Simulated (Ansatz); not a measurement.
Values for one crystal, relaxed and computed with plane-wave PAW r²SCAN (Ansatz code); other levels are named.

| Quantity | Result |
|---|---|
| Volume per atom | 23.92 Å³ |
| Electronic character | metallic (no gap) |
| Formation energy from the elements (no fitted shifts) | -0.36 eV/atom |
| Density of states at the Fermi level | 0.41 states/eV per atom (mean over ±0.08 eV) |

Question: Pick the material that matches.
A. YAl2Ge2, P-3m1 (Y on 1a, Al on 2d, Ge on 2d)
B. FeGe, P2_13 (Ge on 4a, Fe on 4a)
C. NiGe, Pnma (Ni on 4c, Ge on 4c)
D. SrCd2Ge2, I4/mmm (Sr on 2a, Ge on 4e, Cd on 4d)

Answer: D, SrCd2Ge2, I4/mmm (Sr on 2a, Ge on 4e, Cd on 4d)

The workflow started from an entry of the Crystallography Open Database (COD). Whether it is the stable phase at ambient conditions was not checked. The cell was relaxed with r²SCAN under the symmetry of its start; its stability against distortions is not shown here. The references are the lowest solids computed at this level, not always the standard phases. Scalar-relativistic: spin–orbit coupling is off unless named, which matters more the heavier the elements.

Potentials: the later of the program's two PAW sets.
